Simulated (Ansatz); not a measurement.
The relaxed structure here is a generated cell of HfN: the first start was made by a random draw of sites in a space group, and the end was not matched to a known phase here, so it may be hypothetical. Known forms of HfN include space group No. 225.

One stationary structure of HfN. Calculation: PBE (plane waves to 420 eV, PAW, scalar-relativistic; Ansatz, an electronic-structure program).

```
CELL_PARAMETERS angstrom
      2.78457    -2.70640     0.00000
      2.78457     2.70640     0.00000
     -2.76033     0.00000     5.82055
ATOMIC_POSITIONS crystal
  Hf 0.94846 0.94846 0.26965
  Hf 0.66873 0.66873 0.64856
  Hf 0.32381 0.32381 0.93968
  N  0.46096 0.72287 0.29692
  N  0.72287 0.46096 0.29692
  N  0.27285 0.27285 0.61097
```

Problem. Find the space group and the Wyckoff positions (tolerance 0.01 Å).

Solution. Space group Cm (No. 8); a = 5.5691 Å, b = 5.4128 Å, c = 6.4419 Å, α = 90.00°, β = 115.37°, γ = 90.00°

```
atom  site  symmetry       x       y       z
----  ----  --------  ------  ------  ------
Hf      2a         m  0.0515  0.0000  0.7303
Hf      2a         m  0.3313  0.0000  0.3514
Hf      2a         m  0.1762  0.5000  0.0603
N       4b         1  0.4081  0.1310  0.7031
N       2a         m  0.2272  0.5000  0.3890
```

Problem. Give the shortest distances between elements (the closest pairs, up to four, under 3.6 Å).

Solution. N–N 1.42 Å; Hf–N 2.01 Å; Hf–Hf 3.19 Å.

| Item | Result |
|---|---|
| Volume per atom | 14.62 Å³ |
| Band gap | zero (metallic) |

The relaxed cell holds bonded N–N pairs (1.42 Å). No spin polarisation in the result. The relaxed primitive cell holds an odd number of electrons. A magnetic state may lie lower.

The run could not lose the symmetry of its start, so the end can be a saddle point.
